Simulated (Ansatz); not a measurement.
Starting cell, HgTe (zinc blende):

```xyz
4
Lattice="0.0000 6.6507 6.6507 3.3253 0.0000 3.3253 3.3253 3.3253 0.0000" Properties=species:S:1:pos:R:3 pbc="T T T"
Te     4.9880     4.9880     4.9880
Te     4.9880     8.3134     8.3134
Hg     0.0000     0.0000     0.0000
Hg     0.0000     3.3253     3.3253
```

In this cell atom 2 (Te, nearest neighbour Hg at 2.880 Å; its periodic images, 4.7 Å or more away, move with it) is moved by s along Cartesian x, unit vector (1.000, 0.000, 0.000); all other atoms and the cell stay fixed.

These are PBE (plane waves to 420 eV, PAW, scalar-relativistic; Ansatz, a first-principles code) values and carry that method's errors. k mesh 5×10×10 (Γ-centred), Fermi-Dirac smearing 0.05 eV. Energies are smeared free energies. With partly filled bands, energies and forces of such displacements shift with the k mesh and the smearing. F∥ is the force on the atom along that direction. F⊥ is the part of the force across the line. At this level the bands of HgTe touch or barely overlap. HgTe was relaxed with its symmetry unable to fall. Spin-orbit coupling is left out, though Hg and Te are heavy. The PAW data are Ansatz's earlier set. The relaxed volume of HgTe is well above the measured one; the method has no dispersion term. The zero of ΔE is the undisplaced structure.

| s (Å) | ΔE (meV/cell) | F∥ (eV/Å) | |F⊥| (eV/Å) |
|---|---|---|---|
| -0.290 | … | 1.057 | 0.186 |
| -0.232 | 100 | 0.854 | 0.151 |
| -0.174 | … | 0.647 | 0.114 |
| -0.116 | 25 | 0.436 | 0.076 |
| -0.058 | 6 | 0.220 | 0.038 |
| 0.000 | 0 | 0.000 | 0.000 |
| 0.058 | 6 | -0.224 | 0.037 |
| 0.116 | 26 | -0.451 | 0.074 |
| 0.174 | … | -0.680 | 0.109 |
| 0.232 | 105 | -0.909 | 0.145 |
| 0.290 | 164 | -1.137 | 0.179 |

### Question
Complete the blanks.

### Answer

- -0.290, ΔE (meV/cell): 156
- -0.174, ΔE (meV/cell): 57
- 0.174, ΔE (meV/cell): 59

(A displaced cell: forces are minus the slopes of the energy, force constants its curvatures, and phonons follow from these.)
